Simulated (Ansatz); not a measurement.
The start is a relaxed Cr2N cell, doubled along one cell vector, shaken by Gaussian noise of σ = 0.08 Å a coordinate. A full variable-cell relaxation at zero pressure is run with PBEsol (plane waves to 420 eV, PAW, scalar-relativistic; Ansatz, an electronic-structure program). The first steps use a coarse 3×5×8 k-mesh.

Initial structure:
```
CELL_PARAMETERS angstrom
      8.66887     0.00000     0.00000
      0.00000     4.69878     0.00000
      0.00000     0.00000     2.73324
ATOMIC_POSITIONS crystal
  N  0.00844 0.97298 0.02881
  N  0.48883 0.99089 0.99090
  N  0.25471 0.52229 0.50008
  N  0.74276 0.48309 0.49990
  Cr 0.12862 0.36285 0.95650
  Cr 0.62175 0.32170 0.98375
  Cr 0.39615 0.16082 0.47553
  Cr 0.86140 0.13566 0.52298
  Cr 0.13359 0.85499 0.50427
  Cr 0.61786 0.85021 0.51883
  Cr 0.38454 0.69074 0.99838
  Cr 0.87254 0.70185 0.99990
```

| Property | Value |
|---|---|
| Initial pressure | +12 GPa (positive: the cell is compressed) |
| Largest initial force | about 5.9 eV/Å, on Cr7 (atoms numbered as listed) |
| Energy released | 0.19 eV/atom |
| Relative to the parent | It returns to the parent structure, Pnnm (No. 58) |
| Shortest distances (start → end) | The closest pairs of elements (up to four, under 3.6 Å), start → end: Cr–N 1.68 → 1.90 Å; Cr–Cr 2.42 → 2.61 Å; N–N 2.73 → 2.73 Å |
| Band gap at the end | no gap (metallic) |
| Optimiser moves | 13 |

Final values are on a 11×10×17 k-mesh of the relaxed cell. No spin polarisation in the result. A magnetic state may lie lower.

The relaxed structure here is a generated cell of Cr2N: the first start was made by placing the elements on the sites of a structure type, and the end was not matched to a known phase here, so it may be hypothetical.
